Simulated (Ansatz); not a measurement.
CdSe₂:
```yaml
crystal:
  lattice:
    - [6.67944, 0.00000, 0.00000]
    - [0.00000, 6.67944, 0.00000]
    - [0.00000, 0.00000, 6.67944]
  atoms:
    - { symbol: Cd, position: [0.50000, 0.50000, 0.00000] }
    - { symbol: Cd, position: [0.00000, 0.50000, 0.50000] }
    - { symbol: Cd, position: [0.00000, 0.00000, 0.00000] }
    - { symbol: Cd, position: [0.50000, 0.00000, 0.50000] }
    - { symbol: Se, position: [0.10248, 0.89752, 0.39752] }
    - { symbol: Se, position: [0.89752, 0.10248, 0.60248] }
    - { symbol: Se, position: [0.39752, 0.10248, 0.89752] }
    - { symbol: Se, position: [0.60248, 0.89752, 0.10248] }
    - { symbol: Se, position: [0.60248, 0.60248, 0.60248] }
    - { symbol: Se, position: [0.39752, 0.39752, 0.39752] }
    - { symbol: Se, position: [0.89752, 0.39752, 0.10248] }
    - { symbol: Se, position: [0.10248, 0.60248, 0.89752] }
```

Relaxed with r²SCAN. Special points in fractions of this cell's reciprocal vectors: Γ (0.000, 0.000, 0.000); X (0.000, 0.500, 0.000); M (0.500, 0.500, 0.000); R (0.500, 0.500, 0.500); X1 (0.500, 0.000, 0.000).

### Question
List the band energies nearest the valence-band maximum at these points for plane-wave PAW r²SCAN with spin–orbit coupling (Ansatz code).

### Answer
In eV from the valence-band maximum; about four levels below and three above (degenerate sets whole), none deeper than 8.9 eV; points with the same levels are listed once.

```tsv
k	below	above
Γ	0.00 0.00 0.00 0.00	1.55 1.55 1.57 1.57
X	-0.20 -0.20 -0.20 -0.20	1.45 1.45 1.45 1.45
M	-1.34 -1.34 -1.34 -1.34	1.53 1.53 1.53 1.53
R	-1.91 -1.91 -1.91 -1.91 -1.91 -1.91 -1.87 -1.87	2.05 2.05 2.05 2.05 2.05 2.05
```

Space group Pa-3. The workflow started from a Materials Project entry (that database holds measured and hypothetical structures alike); the Crystallography Open Database copy checked does not list it. Whether it is the stable phase at ambient conditions was not checked. The r²SCAN relaxation kept the symmetry of its start; whether a distortion lowers the energy is not shown.

Potentials: the later of the program's two PAW sets.
